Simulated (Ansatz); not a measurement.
Data sheet: WO$_{3}$ (DFT)

WO₃:
```
CELL_PARAMETERS angstrom
      5.31618     0.00000     0.00000
      0.00000     5.27500     0.00000
     -0.09616     0.00000     7.73878
ATOMIC_POSITIONS crystal
  W  0.74693 0.26891 0.71848
  W  0.25307 0.73109 0.28152
  W  0.25307 0.76891 0.78152
  W  0.74693 0.23109 0.21848
  O  0.46966 0.02657 0.22799
  O  0.53034 0.97343 0.77201
  O  0.53034 0.52657 0.27201
  O  0.46966 0.47343 0.72799
  O  0.25124 0.70815 0.00609
  O  0.74876 0.29185 0.99391
  O  0.74876 0.20815 0.49391
  O  0.25124 0.79185 0.50609
  O  0.02309 0.02500 0.77185
  O  0.97691 0.97500 0.22815
  O  0.97691 0.52500 0.72815
  O  0.02309 0.47500 0.27185
```

Space group P2_1/c (No. 14); conventional cell a = 5.316 Å, b = 5.275 Å, c = 7.739 Å, α = γ = 90.00°, β = 90.71°.

Method: the program Ansatz at the PBEsol level (PAW). The cell and atoms are relaxed at this level. Other levels are named where they apply.

### Cell and energy

| Item | Value |
|---|---|
| Volume per atom | 13.56 Å³ |
| Density | 7.10 g/cm³ |
| Formation energy from the elements (no fitted shifts) | -2.16 eV/atom |

### Electronic structure

| Quantity | Result |
|---|---|
| Band gap | 1.66 eV (smallest direct gap 1.66 eV) |
| Valence-band maximum | at Γ |
| Conduction-band minimum | off the standard path, at k = (-0.021, 0.000, 0.089) in fractions of the reciprocal vectors |
| Electron effective mass | 0.37, 0.68, 6.9 mₑ (principal values) |
| Electron effective mass with spin–orbit coupling | 0.51, 0.64, 3.0 mₑ (principal values) |
| Hole effective mass | 1.7 along y (mₑ) |
| Hole effective mass with spin–orbit coupling | 1.7 along y (mₑ) |
| HSE06 gap on the PBEsol cell | 2.88 eV |
| Gap with spin–orbit coupling | 1.57 eV |

### Charges

| Item | Result |
|---|---|
| Bader charges | W +3.03, O -1.03 to -0.98 e |

The workflow started from a Materials Project entry (that database holds measured and hypothetical structures alike); the Crystallography Open Database files this formula in space group No. 14, but the cells were not matched. Its standing as an ambient phase is unchecked. The PBEsol relaxation kept the symmetry of its start; its stability against distortions is not shown here. No spin polarisation was allowed. No Hubbard U is applied. The references are the lowest solids computed at this level, not always the standard phases (solids in place of the gases). Scalar-relativistic: spin–orbit coupling is off unless named, which matters more the heavier the elements.

Potentials: the later of the program's two PAW sets.
